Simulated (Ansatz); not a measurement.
A: Cs (bcc, W type), a = b = c = 6.275 Å, α = β = γ = 90.00°
B: CaF$_{2}$ (fluorite), a = 5.439 Å, b = 5.439 Å, c = 5.439 Å, α = 90.00°, β = 90.00°, γ = 90.00°
C: LiF (rock salt), a = 3.990 Å, b = 3.990 Å, c = 3.990 Å, α = 90.00°, β = 90.00°, γ = 90.00°
D: BaTiO₃ (cubic perovskite), a = 3.9940 Å, b = 3.9940 Å, c = 3.9940 Å, α = 90.00°, β = 90.00°, γ = 90.00°
E: NaF (rock salt), a = 4.595 Å, b = 4.595 Å, c = 4.595 Å, α = 90.00°, β = 90.00°, γ = 90.00°

Scan: energy against volume (even scaling of the relaxed cell, symmetry kept). All come from one method, each on a k mesh of its own. All were relaxed with their symmetry unable to fall. BaTiO3 is run without spin polarisation. The relaxed volume of Cs is well above the measured one; the method has no dispersion term. This is a high-temperature form of BaTiO3.

Task: Put the candidates in order of bulk modulus (fitted), lowest first, for r2SCAN (plane waves to 500 eV, PAW, scalar-relativistic; Ansatz, an electronic-structure program).

Result: A (1.8 GPa), E (54.4 GPa), C (77.4 GPa), B (89.5 GPa), D (180 GPa)

(Under strain, the slope of the energy per volume gives the stress and its curvature an elastic modulus.)
